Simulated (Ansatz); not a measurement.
**¹¹⁹Sn Mössbauer parameters in SnI₄O₁₂**

Cell: a measured structure from the Crystallography Open Database (COD).

Space group P-1 (No. 2); a = 5.0576, b = 6.2808, c = 8.3865 Å, α = 87.68°, β = 88.65°, γ = 89.03°.

```csv
site,Wyckoff,site symmetry,x,y,z
Sn,1b,-1,0.0000,0.0000,0.5000
I2,2i,1,0.5055,0.7720,0.2463
I4,2i,1,0.9787,0.7048,0.8461
O6,2i,1,0.7720,0.9500,0.3070
O8,2i,1,0.2930,0.7940,0.4240
O10,2i,1,0.8520,0.7580,0.6430
O12,2i,1,0.8290,0.4480,0.8720
O14,2i,1,0.6620,0.5250,0.2980
O16,2i,1,0.7370,0.8650,0.9480
```

One atom of each set is listed.

Computed with Ansatz: DFT, PBE, plane waves and PAW, scalar-relativistic, 420 eV cutoff, Γ-centred 5×4×3 k-points, Fermi–Dirac smearing 0.02 eV.

Isomer shifts (against SnO₂) follow from the electron density at the nucleus, δ = α(ρ − ρ₀), with α = 0.099 mm s⁻¹ a₀³ and ρ₀ = 183191.44 a₀⁻³ from a line fitted to 8 measured compounds at this level of theory (rms miss 0.12 mm/s). ΔE_Q = ½eQV_zz(1 + η²/3)^½ with Q = -0.132 b for the 23.9 keV state.

Q: Give the isomer shift and quadrupole splitting of each Sn site.

A: 

| site | atoms | first shell | ρ − ρ₀ (a₀⁻³) | δ (mm/s) | ΔE_Q (mm/s) | η |
| --- | --- | --- | --- | --- | --- | --- |
| Sn | 1 | 6 O at 2.04–2.06 Å | -0.4 | -0.04 | 0.52 | 0.41 |

The shift of Sn is typical of Sn(IV) in an ionic setting.

The calculated pressure of 8 GPa (PBE) comes largely from the unrelaxed atoms: it is 2.1 GPa once they are relaxed in the same cell. The largest force is 1.6 eV/Å, so the atoms aren't at the calculated equilibrium and relaxing them would move these values. Without spin–orbit coupling (the program notes it for Sn) the gradients are little affected as a rule: paired runs on crystals with a gap mostly move them by under 2 % at such atoms.

Hardware: 2 threads of Intel Xeon 6975P-C (Granite Rapids) (x86_64; 8 cores open to the job, memory cap 5.0 GiB, no GPU), a shared host with a load of 0.5 a core. Wall time 30 s, CPU time 59 s, peak memory 1 GiB.
